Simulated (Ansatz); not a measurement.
One crystal and one scan (scan of one atom of the cell) at two levels, PBE (plane waves to 420 eV, PAW, scalar-relativistic; Ansatz, an electronic-structure program) and r2SCAN (plane waves to 500 eV, PAW, scalar-relativistic; Ansatz), each from its own relaxed cell and on its own mesh. The cell shown is that of PBE.

Relaxed HfO₂ (fluorite):

```
HfO2
1.0
    0.00000     5.09813     5.09813
    2.54906     0.00000     2.54906
    2.54906     2.54906     0.00000
Hf O
2 4
Direct
  0.00000   0.00000   0.00000
  0.50000   0.00000   0.00000
  0.12500   0.25000   0.25000
  0.62500   0.25000   0.25000
  0.37500   0.75000   0.75000
  0.87500   0.75000   0.75000
```

In this cell atom 5 (O, nearest neighbour Hf at 2.208 Å; its periodic images, 3.6 Å or more away, move with it) is moved by s along Cartesian [110], unit vector (0.707, 0.707, 0.000); all other atoms and the cell stay fixed.

The energy includes the smearing's −TS. HfO2 is run without spin polarisation. HfO2 was relaxed with its symmetry unable to fall. Spin-orbit coupling is left out, though Hf is heavy. The PAW data are Ansatz's earlier set. This is a high-temperature form of HfO2. (PBE) Left out: 4 of 11 points, with atoms too close for the PAW data. (r2SCAN) Left out: 4 of 11 points, with atoms too close for the PAW data. Both scans cover s from -0.396 to 0.396 Å.

ΔE (meV/cell), each from the undisplaced structure of its own level:

```tsv
s (Å)	PBE	r2SCAN
-0.396	955	1059
-0.264	404	withheld
-0.132	98	109
0.000	0	0
0.132	98	109
0.264	404	withheld
0.396	955	1059
```

### Question
Estimate the r2SCAN value at -0.264 from the PBE value there and the ratio of the two levels in the two nearest given rows on that side of the minimum.

### Answer
At -0.396 and -0.132 the ratio r2SCAN/PBE averages 1.111, which gives 1.111 × 404 = 449 meV/cell. The calculation gives 450 meV/cell, +11.4 % against PBE.

(For displaced atoms, the force is minus the slope of the energy, and its curvature is a force constant, which sets phonon frequencies.)
